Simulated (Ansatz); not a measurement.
**Band table of Lu (sc type)**

```yaml
crystal:
  lattice:
    - [3.04919, 0.00000, 0.00000]
    - [0.00000, 3.04919, 0.00000]
    - [0.00000, 0.00000, 3.04919]
  atoms:
    - { symbol: Lu, position: [0.00000, 0.00000, 0.00000] }
```

The cell comes from a relaxation on PAW files under the same functional, begun from a prototype that needn't be the stable phase.

Computed with Ansatz 0.2.0; functional LDA, scalar-relativistic. Settings: a Γ-centred 14×14×14 k mesh, Fermi–Dirac smearing of 0.08 eV, no spin polarisation. Methods: LAPW: all electrons, basis error target 1 meV/atom.

Spin–orbit coupling is left out, which matters for the heavy atoms.

Path points, in fractions of the reciprocal vectors: Γ (0.000, 0.000, 0.000), X (0.000, 0.500, 0.000), M (0.500, 0.500, 0.000), R (0.500, 0.500, 0.500). The distance column jumps between branches of the path. Levels in eV from the Fermi level; bands 10 to 20, counted from the lowest band of the run. The gap is zero, the pressure 0.04 GPa.

```
# k(1/Å) point b10 b11 b12 b13 b14 b15 b16 b17 b18 b19 b20
0.000 Γ -5.93 -5.15 -5.15 -5.15 -5.11 -5.11 -5.11 -5.07 -0.63 -0.63 6.89
0.147 - -5.81 -5.16 -5.15 -5.15 -5.12 -5.11 -5.11 -5.07 -0.59 -0.52 6.60
0.294 - -5.46 -5.16 -5.15 -5.15 -5.14 -5.10 -5.10 -5.07 -0.48 -0.22 5.94
0.442 - -5.18 -5.17 -5.14 -5.14 -5.09 -5.09 -5.08 -4.93 -0.31 0.16 5.18
0.589 - -5.19 -5.19 -5.14 -5.14 -5.08 -5.08 -5.08 -4.28 -0.11 0.44 4.51
0.736 - -5.22 -5.20 -5.13 -5.13 -5.09 -5.06 -5.06 -3.59 0.07 0.42 3.98
0.883 - -5.23 -5.20 -5.13 -5.13 -5.09 -5.05 -5.05 -3.00 0.17 0.21 3.65
1.030 X -5.24 -5.21 -5.13 -5.13 -5.09 -5.05 -5.05 -2.73 0.00 0.26 3.54
1.177 - -5.23 -5.20 -5.14 -5.13 -5.09 -5.05 -5.05 -2.58 -0.13 0.37 3.54
1.325 - -5.23 -5.20 -5.15 -5.12 -5.10 -5.07 -5.04 -2.17 -0.46 0.71 3.57
1.472 - -5.23 -5.18 -5.16 -5.10 -5.10 -5.09 -5.04 -1.60 -0.92 1.30 3.66
1.619 - -5.22 -5.18 -5.16 -5.11 -5.10 -5.08 -5.04 -1.40 -1.03 2.13 3.80
1.766 - -5.22 -5.20 -5.14 -5.11 -5.11 -5.07 -5.04 -1.80 -0.55 3.07 3.95
1.913 - -5.22 -5.21 -5.13 -5.12 -5.12 -5.06 -5.04 -2.07 -0.23 3.83 4.08
2.061 M -5.22 -5.22 -5.12 -5.12 -5.12 -5.06 -5.04 -2.16 -0.11 4.13 4.13
2.269 - -5.21 -5.21 -5.13 -5.12 -5.12 -5.06 -5.04 -2.00 -0.33 3.79 3.80
2.477 - -5.20 -5.20 -5.14 -5.12 -5.11 -5.08 -5.05 -1.93 -0.55 2.95 3.14
2.685 - -5.19 -5.18 -5.15 -5.13 -5.10 -5.10 -5.07 -2.79 -0.05 1.91 2.73
2.893 - -5.17 -5.17 -5.15 -5.13 -5.12 -5.09 -5.08 -3.95 0.10 0.90 3.36
3.101 - -5.16 -5.15 -5.14 -5.14 -5.13 -5.10 -5.08 -4.98 -0.22 0.09 4.84
3.310 - -5.69 -5.16 -5.15 -5.15 -5.12 -5.12 -5.11 -5.07 -0.51 -0.44 6.29
3.518 Γ -5.93 -5.15 -5.15 -5.15 -5.11 -5.11 -5.11 -5.07 -0.63 -0.63 6.89
3.773 - -5.57 -5.15 -5.15 -5.15 -5.12 -5.12 -5.11 -5.07 -0.40 -0.40 6.13
4.028 - -5.15 -5.15 -5.14 -5.14 -5.13 -5.13 -5.08 -4.51 0.23 0.23 4.59
4.282 - -5.15 -5.15 -5.15 -5.14 -5.14 -5.12 -5.10 -3.03 1.11 1.11 3.39
4.537 - -5.16 -5.15 -5.15 -5.13 -5.13 -5.12 -5.10 -1.66 1.25 1.25 3.36
4.792 - -5.17 -5.16 -5.16 -5.15 -5.11 -5.11 -5.09 -1.02 0.34 0.34 5.00
5.047 - -5.17 -5.16 -5.16 -5.16 -5.08 -5.08 -5.07 -0.76 -0.38 -0.38 7.02
5.302 R -5.18 -5.16 -5.16 -5.16 -5.07 -5.07 -5.07 -0.64 -0.64 -0.64 6.54
5.510 - -5.17 -5.16 -5.16 -5.16 -5.08 -5.08 -5.07 -0.75 -0.50 -0.41 7.02
5.719 - -5.18 -5.16 -5.15 -5.15 -5.11 -5.09 -5.08 -0.95 -0.09 0.20 5.15
5.927 - -5.19 -5.15 -5.14 -5.14 -5.14 -5.10 -5.08 -1.05 0.57 0.60 3.49
6.135 - -5.21 -5.17 -5.14 -5.13 -5.12 -5.09 -5.08 -0.95 -0.30 1.42 2.13
6.343 - -5.22 -5.19 -5.14 -5.13 -5.10 -5.07 -5.07 -1.55 -0.63 1.11 2.36
6.551 - -5.23 -5.20 -5.13 -5.13 -5.09 -5.06 -5.05 -2.43 -0.22 0.48 3.19
6.759 X -5.24 -5.21 -5.13 -5.13 -5.09 -5.05 -5.05 -2.73 0.00 0.26 3.54
8.216 R -5.18 -5.16 -5.16 -5.16 -5.07 -5.07 -5.07 -0.64 -0.64 -0.64 6.54
8.364 - -5.17 -5.16 -5.16 -5.16 -5.08 -5.08 -5.07 -0.75 -0.52 -0.52 6.78
8.511 - -5.17 -5.17 -5.17 -5.14 -5.09 -5.09 -5.07 -1.01 -0.17 -0.17 5.27
8.658 - -5.18 -5.18 -5.16 -5.13 -5.10 -5.10 -5.07 -1.35 0.40 0.40 3.48
8.805 - -5.19 -5.19 -5.14 -5.11 -5.11 -5.10 -5.06 -1.67 1.15 1.15 1.98
8.952 - -5.20 -5.20 -5.13 -5.12 -5.12 -5.07 -5.06 -1.94 0.84 2.07 2.07
9.099 - -5.21 -5.21 -5.12 -5.12 -5.12 -5.06 -5.05 -2.11 0.13 3.10 3.10
9.247 M -5.22 -5.22 -5.12 -5.12 -5.12 -5.06 -5.04 -2.16 -0.11 4.13 4.13
```
